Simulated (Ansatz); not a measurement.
HfO2:
```
HfO2
1.0
    5.22912     0.00000     0.00000
    0.00000     5.01785     0.00000
    0.00000     0.00000     5.04207
Hf O
4 8
Direct
  0.03288   0.26756   0.24232
  0.96712   0.73244   0.74232
  0.46712   0.26756   0.74232
  0.53288   0.73244   0.24232
  0.36801   0.07175   0.37988
  0.63199   0.92825   0.87988
  0.13199   0.07175   0.87988
  0.86801   0.92825   0.37988
  0.73404   0.45967   0.49080
  0.26596   0.54033   0.99080
  0.76596   0.45967   0.99080
  0.23404   0.54033   0.49080
```

Tensor components refer to the Cartesian frame of this cell.

Problem. Give the high-frequency dielectric tensor and the Born effective charge tensors of the independent atoms from DFPT, PBEsol in the plane-wave PAW code Ansatz.

Solution. 
ε∞:
```
5.05  0.00  0.00
0.00  5.30  0.00
0.00  0.00  5.05
```
Z* of atom 1 (Hf), rows: field, columns: displacement, in e:
```
 5.18  -0.01  -0.04
-0.36   5.50  -0.14
 0.04  -0.23   5.01
```
Z* of atom 5 (O), rows: field, columns: displacement, in e:
```
-2.50   0.97  -0.31
 0.77  -2.96  -0.71
-0.32  -0.65  -2.49
```
Z* of atom 9 (O), rows: field, columns: displacement, in e:
```
-2.69  -0.15   0.25
-0.09  -2.53   0.19
 0.29   0.14  -2.52
```

Space group Pca2_1. Symmetry was held in the PBEsol relaxation. The run is not spin-polarised. Scalar-relativistic: spin–orbit coupling is off unless named, which matters more the heavier the elements.

Potentials: the earlier of the program's two PAW sets. The files were generated under PBE; for other functionals the program regenerates the frozen cores, and for LDA and PBEsol the local potential too.
